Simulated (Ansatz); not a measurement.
**What a trial cell of Zr₃S₂ relaxes into**

The calculation used DFT PBE, scalar-relativistic, plane waves, PAW in Ansatz. Cutoff 420 eV, Gaussian smearing, Γ-centred meshes. Cell and atoms relax first on a coarse mesh and then on a finer one. In between, the cell is made exact in the group found at 0.06 Å. In metals the finer mesh still leaves noise of several meV/atom or more. The steps can't lower the symmetry of their start. No spin polarisation.

The guess for Zr₃S₂ was made by a generator: random cell by space group and Wyckoff sites (P6/mmm, No. 191). The dimensions are guesses.

```xyz
5
Lattice="4.7007 0.0000 0.0000 -2.3504 4.0709 0.0000 0.0000 0.0000 6.2996" Properties=species:S:1:pos:R:3 pbc="T T T"
Zr    0.0000    2.7140    3.1498
Zr    2.3504    1.3570    3.1498
Zr    0.0000    0.0000    0.0000
S     0.0000    2.7140    0.0000
S     2.3504    1.3570    0.0000
```

Formation energies are uncorrected and refer to the elements' standard structures at the same level.

Question: Describe the relaxed structure.

Answer: The symmetry stays P6/mmm (No. 191). The volume per atom shrinks by 13.1 %, from 24.1 to 21.0 Å³. The shortest distance goes from 2.71 Å (Zr–S, S–S and Zr–Zr) to 2.43 Å (Zr–S). The ratio c/a of the conventional cell changes by a factor of 0.73. The energy falls by about 0.70 eV/atom (the start's value is from the coarse mesh). Conventional cell: a = 4.988 Å, c = 4.862 Å. Around Zr on a site of symmetry -6m2 lie 2 S at 2.43 Å and 3 Zr at 2.88 Å; around Zr on a site of symmetry 6/mmm lie 6 S at 2.88 Å; S is surrounded by 2 Zr at 2.43 Å, 3 S at 2.88 Å and 3 Zr at 2.88 Å.

```
CELL_PARAMETERS angstrom
4.98831 0.00000 0.00000
-2.49416 4.32001 0.00000
0.00000 0.00000 4.86161
ATOMIC_POSITIONS crystal
Zr 0.33333 0.66667 0.50000
Zr 0.66667 0.33333 0.50000
Zr 0.00000 0.00000 0.00000
S 0.33333 0.66667 0.00000
S 0.66667 0.33333 0.00000
```

Question: Give its energy and gap.

Answer: The energy over the elements is −0.52 eV/atom and the gap on the 12×12×8 mesh of the 5-atom cell is 0 eV (a metal).

The last run used Gaussian smearing of 0.10 eV. The cell is a metal run without spin; a magnetic state may lie lower. The reference form of S is held partly by dispersion forces, which this level lacks. A structure relaxed within its symmetry needn't be a true minimum. Another cell of Zr3S2 relaxed alike, in R32 (a Materials Project cell), lies 0.57 eV/atom lower, so this cell isn't the stable form at this level.
